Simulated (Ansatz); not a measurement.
**Relaxing an invented Mg₂O₅ structure**

Theory: DFT PBE, scalar-relativistic, plane waves, PAW (Ansatz 0.2.0). Cutoff 420 eV, Gaussian smearing, Γ-centred meshes. Cell and atoms relax first on a coarse mesh, the cell is then made exact in the group found at 0.06 to 0.08 Å, and last on a converged mesh; the steps can't lower the symmetry of their start. A test start found moments, so the last steps have collinear spin.

This trial cell of Mg₂O₅ was written down by chemical analogy (P-3m1, No. 164). Its size is a guess.

```cif
data_structure
_symmetry_space_group_name_H-M 'P-3m1'
_symmetry_Int_Tables_number 164
_cell_length_a 3.1000
_cell_length_b 3.1000
_cell_length_c 9.1000
_cell_angle_alpha 90.000
_cell_angle_beta 90.000
_cell_angle_gamma 120.000
_cell_volume 75.73
loop_
_atom_site_label
_atom_site_type_symbol
_atom_site_symmetry_multiplicity
_atom_site_Wyckoff_symbol
_atom_site_fract_x
_atom_site_fract_y
_atom_site_fract_z
_atom_site_occupancy
Mg1 Mg 2 d 0.66667 0.33333 0.88500 1
O1 O 2 d 0.33333 0.66667 0.77500 1
O2 O 2 d 0.33333 0.66667 0.62900 1
O3 O 1 a 0.00000 0.00000 0.00000 1
```

Energies over the elements count from the elements' standard structures at the same level (O₂ as a molecule), with no fitted energy shifts.

Task: Which structure results?

Result: The symmetry stays P-3m1 (No. 164). The volume per atom shrinks by 1.9 %, from 10.8 to 10.6 Å³. The shortest distance goes from 1.33 Å (O–O) to 1.38 Å (O–O). Conventional cell: a = 3.133 Å, c = 8.739 Å. Mg has 6 O at 2.07–2.19 Å; around O on a site of symmetry 3m lie 1 O at 1.38 Å and 3 Mg at 2.07 Å; around O on a second site of symmetry 3m lies 1 O at 1.38 Å; around O on a site of symmetry -3m lie 6 Mg at 2.19 Å.

```
Mg O
1.0
     3.13308    0.00000    0.00000
    -1.56654    2.71333    0.00000
     0.00000    0.00000    8.73860
Mg O
2 5
Cartesian
  1.5665 0.9044 7.5049
  0.0000 1.8089 1.2338
  0.0000 1.8089 6.4959
  0.0000 1.8089 5.1164
  1.5665 0.9044 2.2427
  1.5665 0.9044 3.6222
  0.0000 0.0000 0.0000
```

Task: How does it come out in energy, and is it a metal?

Result: The energy over the elements is −1.13 eV/atom, the gap on the 12×12×4 mesh of the 7-atom cell is 0 eV (a metal) and the net moment per atom is 0.00 μB. The moment by site is all under 0.1 μB.

It lies below the elements, which doesn't yet make it stable against other compounds or structures.

The last run used collinear spin and Gaussian smearing of 0.10 eV. Weakly bound directions are ill-defined at this level, which has no dispersion term. Symmetry constrained the relaxation, so the result can be a saddle point. Site moments count only spheres around the atoms; the net moment includes the space between them.
